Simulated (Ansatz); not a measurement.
## Data sheet: Ag (DFT)

Ag:
```xyz
2
Lattice="2.8684 0.0000 0.0000 -1.4342 2.4841 0.0000 0.0000 0.0000 4.6856" Properties=species:S:1:pos:R:3 pbc="T T T"
Ag     0.0000     1.6561     1.1714
Ag     1.4342     0.8280     3.5142
```

Space group P6_3/mmc (No. 194), hcp (Mg type); conventional cell a = 2.8684 Å, b = 2.8684 Å, c = 4.6856 Å, α = 90.00°, β = 90.00°, γ = 120.00°.

Method: DFT-PBEsol in the program Ansatz with PAW potentials. The cell and atoms are relaxed at this level. Other levels are named where they apply.

Cell and energy:

```yaml
volume_per_atom: 16.69 Å³
density: 10.73 g/cm³
```

Electronic structure:

```yaml
electronic_character: metallic (no gap)
Density of states at the Fermi level: 0.29 states/eV per atom (mean over ±0.08 eV)
Gap with spin–orbit coupling: none (metallic)
```

Mechanics:

```yaml
Bulk modulus (Birch–Murnaghan fit): 118 GPa
Pressure derivative B′: 5.7
Elastic constants (relaxed ions, GPa): C11 = 166, C12 = 103, C13 = 81.9, C33 = 196, C44 = 31.8
mechanical_stability: stable (all eigenvalues of C positive)
hill_bulk_and_shear_moduli: 118 and 35.4 GPa
Young's modulus: 96.5 GPa
Poisson's ratio: 0.36
debye_temperature_from_the_elastic_constants: 238 K
```

Phonons:

```yaml
highest_zone_centre_frequency: 178 cm⁻¹
zone_centre_stability: no imaginary mode at Γ
```

The workflow started from a Materials Project entry (that database holds measured and hypothetical structures alike); the Crystallography Open Database files this formula in space group No. 194, but the cells were not matched. It is not the phase usual at ambient conditions (space group No. 225). The cell was relaxed with PBEsol under the symmetry of its start. The run is not spin-polarised. As this level gives no gap, shear constants depend on the k-mesh and smearing (Fermi–Dirac, 0.1 eV here). As this level gives no gap, phonon frequencies hold no LO–TO term and depend on the k-mesh and smearing (Fermi–Dirac, 0.1 eV here). Axis ratios of metals converge slowly with the k-mesh, so a and c are less sure than the volume. On the denser mesh and wider smearing of the elastic run this cell carries a stress of 0.5 GPa. Scalar-relativistic: spin–orbit coupling is off unless named, which matters more the heavier the elements.

Potentials: the earlier of the program's two PAW sets. The files were generated under PBE; for other functionals the program regenerates the frozen cores, and for LDA and PBEsol the local potential too.
